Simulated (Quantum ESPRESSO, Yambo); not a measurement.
AlAs (zinc blende, space group F-43m, No. 216): static response along x against the Γ-centred k mesh (Yambo on norm-conserving LDA (Quantum ESPRESSO, 80 Ry, without SOC) bands; 35 bands, 4 Ry block). The smallest direct LDA gap is 1.99 eV.

```
k mesh    ε(0), independent particles  ε(0), RPA with local fields
--------  ---------------------------  ---------------------------
4×4×4                            17.0                         15.1
6×6×6                            12.1                         10.7
10×10×10                         10.4                         9.09
12×12×12                          ___                          ___
```

### Question
What does the densest mesh give?

### Answer

- 12×12×12, ε(0), independent particles: 10.3
- 12×12×12, ε(0), RPA with local fields: 8.98

The last step changes the RPA value by 1.3 %. Electronic response only; costs are rough.

Geometry relaxed with LDA; primitive cell a = b = c = 3.9764 Å, α = β = γ = 60.00°.
